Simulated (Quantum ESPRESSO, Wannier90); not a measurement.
## Ta2N (P-31m), plane waves to Wannier functions

```xyz
9
Lattice="5.2966 0.0000 0.0000 -2.6483 4.5870 0.0000 0.0000 0.0000 4.9392" Properties=species:S:1:pos:R:3 pbc="T T T"
Ta    -0.8835    -1.5303    -1.2169
Ta     0.8835     1.5303     1.2169
Ta     1.7671     0.0000    -1.2169
Ta    -1.7671     0.0000     1.2169
Ta    -0.8835     1.5303    -1.2169
Ta     0.8835    -1.5303     1.2169
N     -2.6483     1.5290     2.4696
N      2.6483    -1.5290     2.4696
N      0.0000     0.0000     0.0000
```

Cell from Materials Project (mp-1079438), symmetrised, no further relaxation. Not found in the COD (Crystallography Open Database) copy used; not checked further. Computed values, not measurements, from PBEsol: Quantum ESPRESSO (norm-conserving PseudoDojo potentials, cutoff 68 Ry, no spin polarisation, no spin-orbit coupling) on a Γ-centred 4×4×4 mesh, then Wannier90. Density: 12×12×6 mesh, cold smearing 0.01 Ry. Spin-orbit coupling is left out although heavy elements are present.

A tight-binding model is made by disentanglement and projection with no localisation steps (num_iter = 0), so the 39 orbitals stay atom-like: hydrogen-like Ta: d; N: p, axes along x, y, z; frozen window up to 1.50 eV relative to the Fermi level. It follows pw.x to 11 meV rms for states up to 1.0 eV relative to the Fermi level. Matrix elements depend on this choice of orbitals and windows.

The 45 largest hoppings ⟨m,0|H|n,R⟩ between different sites (one of each Hermitian pair; signs follow the real orbitals' lobes; the list may end inside a set of equal values):

| m | n | R | distance of the centres (Å) | t (eV) |
|---|---|---|---|---|
| N8 px | Ta6 dxz | 0 0 0 | 2.19 | 1.773 |
| N7 px | Ta5 dxz | 0 0 1 | 2.19 | -1.773 |
| Ta2 dxz | N7 px | 1 0 0 | 2.19 | 1.773 |
| N8 px | Ta1 dxz | 1 0 1 | 2.19 | -1.773 |
| N9 px | Ta3 dxz | 0 0 0 | 2.12 | 1.595 |
| N9 px | Ta4 dxz | 0 0 0 | 2.12 | -1.595 |
| N9 py | Ta3 dxy | 0 0 0 | 2.01 | 1.472 |
| N9 py | Ta4 dxy | 0 0 0 | 2.01 | -1.472 |
| N9 pz | Ta3 dx2-y2 | 0 0 0 | 2.10 | 1.350 |
| N9 pz | Ta4 dx2-y2 | 0 0 0 | 2.10 | -1.350 |
| Ta2 dxy | N7 py | 1 0 0 | 2.09 | -1.343 |
| N8 py | Ta1 dxy | 1 0 1 | 2.09 | 1.343 |
| N8 py | Ta6 dxy | 0 0 0 | 2.09 | -1.343 |
| N7 py | Ta5 dxy | 0 0 1 | 2.09 | 1.343 |
| N7 py | Ta4 dyz | 0 0 0 | 2.33 | 1.328 |
| N8 py | Ta3 dyz | 0 0 1 | 2.33 | -1.328 |
| Ta3 dyz | N7 py | 1 0 -1 | 2.33 | -1.328 |
| N8 py | Ta4 dyz | 1 0 0 | 2.33 | 1.328 |
| Ta3 dxz | Ta4 dxz | 1 0 0 | 3.27 | -1.324 |
| Ta2 dx2-y2 | N7 pz | 1 0 0 | 2.37 | 1.306 |
| N8 pz | Ta1 dx2-y2 | 1 0 1 | 2.37 | -1.306 |
| N8 pz | Ta6 dx2-y2 | 0 0 0 | 2.37 | 1.306 |
| N7 pz | Ta5 dx2-y2 | 0 0 1 | 2.37 | -1.306 |
| Ta2 dxz | N8 py | 0 1 0 | 2.31 | -1.281 |
| N7 py | Ta1 dxz | 0 1 1 | 2.31 | 1.281 |
| Ta5 dxz | N8 py | 0 1 -1 | 2.31 | -1.280 |
| N7 py | Ta6 dxz | 0 1 0 | 2.31 | 1.280 |
| N9 px | Ta1 dx2-y2 | 0 0 0 | 2.04 | -1.266 |
| N9 px | Ta2 dx2-y2 | 0 0 0 | 2.04 | 1.266 |
| N9 px | Ta5 dx2-y2 | 0 0 0 | 2.04 | -1.266 |
| N9 px | Ta6 dx2-y2 | 0 0 0 | 2.04 | 1.266 |
| Ta5 dx2-y2 | N8 px | 0 1 -1 | 2.12 | -1.224 |
| N7 px | Ta6 dx2-y2 | 0 1 0 | 2.12 | 1.224 |
| Ta2 dx2-y2 | N8 px | 0 1 0 | 2.13 | 1.224 |
| N7 px | Ta1 dx2-y2 | 0 1 1 | 2.13 | -1.224 |
| N9 px | Ta5 dyz | 0 0 0 | 2.10 | -1.212 |
| N9 px | Ta6 dyz | 0 0 0 | 2.10 | 1.212 |
| N9 px | Ta1 dyz | 0 0 0 | 2.10 | 1.212 |
| N9 px | Ta2 dyz | 0 0 0 | 2.10 | -1.212 |
| N9 py | Ta5 dxz | 0 0 0 | 2.06 | -1.212 |
| N9 py | Ta6 dxz | 0 0 0 | 2.06 | 1.212 |
| N9 py | Ta1 dxz | 0 0 0 | 2.06 | 1.211 |
| N9 py | Ta2 dxz | 0 0 0 | 2.06 | -1.211 |
| N9 py | Ta3 dyz | 0 0 0 | 2.04 | -1.203 |
| N9 py | Ta4 dyz | 0 0 0 | 2.04 | 1.203 |
